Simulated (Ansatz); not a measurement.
VBiO₄ in space group I4_1/a (No. 88; Bi on 4a, V on 4b, O on 16f), DFT-r²SCAN in the program Ansatz with PAW potentials, all energies at zero smearing, with the estimated change up to a 700 eV cutoff added, with one set of potentials and settings (totals compare only within such a set). Cell of 12 atoms (2 Bi, 2 V, 8 O): -35209.541 eV.

```
element                            reference phase  E (eV/atom)
-------  -----------------------------------------  -----------
Bi                       R-3m, 2 atoms in the cell  -12411.0586
V                       Im-3m, 1 atoms in the cell   -2917.0669
O        C2/m, 4 atoms in the cell, spin-polarised    -566.0281
```

Formation energy per atom, worked out: (-35209.541 − 2×(-12411.0586) − 2×(-2917.0669) − 8×(-566.0281))/12 = -2.089 eV/atom (-202 kJ per mol of atoms), at 0 K, without zero-point energy or fitted corrections.

The r²SCAN relaxation kept the symmetry of its start. The workflow began spin-polarised and lost its moments. No Hubbard U is applied. The references are the lowest solids computed at this level, not always the standard phases (solids in place of the gases). Spin–orbit coupling is left out wherever it is not named.

Potentials: the later of the program's two PAW sets.
